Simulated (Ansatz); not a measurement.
Cells of TiSi2 relaxed with PBEsol (plane waves to 420 eV, PAW, scalar-relativistic; Ansatz, a quantum-chemistry and plane-wave program), each with a space-group label. One label is wrong.

**A**, labelled P4/mmm (No. 123)
```yaml
crystal:
  lattice:
    - [3.46206, 0.00000, 0.00000]
    - [0.00000, 3.46206, 0.00000]
    - [0.00000, 0.00000, 4.92883]
  atoms:
    - { symbol: Si, position: [0.50000, 0.50000, 0.50000] }
    - { symbol: Si, position: [0.00000, 0.00000, 0.00000] }
    - { symbol: Ti, position: [0.00000, 0.00000, 0.50000] }
```

**B**, labelled P4₂/mnm (No. 136)
```yaml
crystal:
  lattice:
    - [6.70088, 0.00000, 0.00000]
    - [0.00000, 6.70088, 0.00000]
    - [0.00000, 0.00000, 2.57735]
  atoms:
    - { symbol: Ti, position: [0.50000, 0.50000, 0.50000] }
    - { symbol: Ti, position: [0.00000, 0.00000, 0.00000] }
    - { symbol: Si, position: [0.76515, 0.76515, 0.50000] }
    - { symbol: Si, position: [0.26515, 0.73485, 0.00000] }
    - { symbol: Si, position: [0.73485, 0.26515, 0.00000] }
    - { symbol: Si, position: [0.23485, 0.23485, 0.50000] }
```

**C**, labelled P3m1 (No. 156)
```yaml
crystal:
  lattice:
    - [4.82443, 0.00000, 0.00000]
    - [-2.41222, 4.17808, 0.00000]
    - [0.00000, 0.00000, 4.84705]
  atoms:
    - { symbol: Si, position: [0.00021, 0.50011, 0.55700] }
    - { symbol: Si, position: [0.49989, 0.99979, 0.55700] }
    - { symbol: Si, position: [0.49989, 0.50011, 0.55700] }
    - { symbol: Si, position: [0.00000, 0.00000, 0.24720] }
    - { symbol: Ti, position: [0.00000, 0.00000, 0.76825] }
    - { symbol: Ti, position: [0.66667, 0.33333, 0.05614] }
```

**D**, labelled Fm-3m (No. 225)
```yaml
crystal:
  lattice:
    - [8.36049, 0.00000, 0.00000]
    - [0.00000, 2.61968, 0.00000]
    - [0.00000, 0.00000, 4.55528]
  atoms:
    - { symbol: Si, position: [0.75000, 0.50000, 0.32602] }
    - { symbol: Si, position: [0.25000, 0.50000, 0.67398] }
    - { symbol: Si, position: [0.00000, 0.50000, 0.00000] }
    - { symbol: Si, position: [0.50000, 0.50000, 0.00000] }
    - { symbol: Ti, position: [0.75000, 0.00000, 0.81460] }
    - { symbol: Ti, position: [0.25000, 0.00000, 0.18540] }
```

Task: Which label is wrong, and what should it be (tolerance 0.01 Å)?

Result: D: its symmetry is Pmma (No. 51), oP6; a = 8.3605 Å, b = 2.6197 Å, c = 4.5553 Å, α = 90.00°, β = 90.00°, γ = 90.00°.

Each run could gain symmetry but not lose that of its start, so entries can be saddle points. All of these are generated cells (placed on structure types, drawn at random, substituted or restacked) that were not matched to a known phase here.

No spin polarisation in the result. A magnetic state may lie lower.
